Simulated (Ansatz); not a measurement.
YSi2Ir2:
```xyz
5
Lattice="-2.0319 2.0319 4.9636 2.0319 -2.0319 4.9636 2.0319 2.0319 -4.9636" Properties=species:S:1:pos:R:3 pbc="T T T"
Y      0.0000     0.0000     0.0000
Ir     0.0000     2.0319     2.4818
Ir     2.0319     0.0000     2.4818
Si     0.0000     0.0000     3.7488
Si     0.0000     0.0000     6.1783
```

Relaxed with r²SCAN.

**Question.** Map the electron localisation function on the plane through (0.000, 0.000, 0.000) spanned by u = [1, 1, 0] and v = [1, 0, 1] in lattice vectors, from r²SCAN in the plane-wave PAW code Ansatz.

**Answer.** x is the fraction of u, y of v (the angle between them is 90°; rows are the nearest grid lines); atoms in the plane: Y at (0.00, 0.00), Ir at (0.25, 0.50), Ir at (0.75, 0.50), Si at (0.38, 0.00), Si at (0.62, 0.00).
```
|3699500011343117338998337113431100059963|
|5799400012344213238998323124432100049975|
|8998300112355421248998421245532110038998|
|9996101222356654457887544566532221016999|
|9862012222345777667777667775432222102689|
|5420023333334577766556677754333333200245|
|0000233345554456665445666544555433320000|
|0002333467776445554334555446777643332000|
|0013433577777434443223444347777753343100|
|1124433576467533443113443357646753344211|
|1134433575257533443113443357525753344311|
|1124433576467533443113443357646753344211|
|0013433577777434443223444347777753343100|
|0002333467776445554334555446777643332000|
|0000233345554456665445666544555433320000|
|5420023333334577766556677754333333200245|
|9862012222345777667777667775432222102689|
|9996101222356654457887544566532221016999|
|8998300112355421248998421245532110038998|
|5799400012344213238998323124432100049975|
|3699500011343117338998337113431100059963|
```
Scale: ten equal steps from 0.045 (start of '0') to 0.876 (end of '9'), in the order '0123456789'; x runs from 0.000 to 1.00, y from 0.000 (bottom) to 1.00 (top).

The density is the valence pseudo-density with augmentation charge, so density and ELF within about 1 Å of a nucleus are not all-electron values.

Space group I4/mmm. The workflow started from an entry of the Crystallography Open Database (COD), which files this formula under 2 space groups. Whether it is the stable phase at ambient conditions was not checked. The r²SCAN relaxation kept the symmetry of its start; whether a distortion lowers the energy is not shown. No spin polarisation was allowed. Scalar-relativistic: spin–orbit coupling is off unless named, which matters more the heavier the elements.

Potentials: the later of the program's two PAW sets.
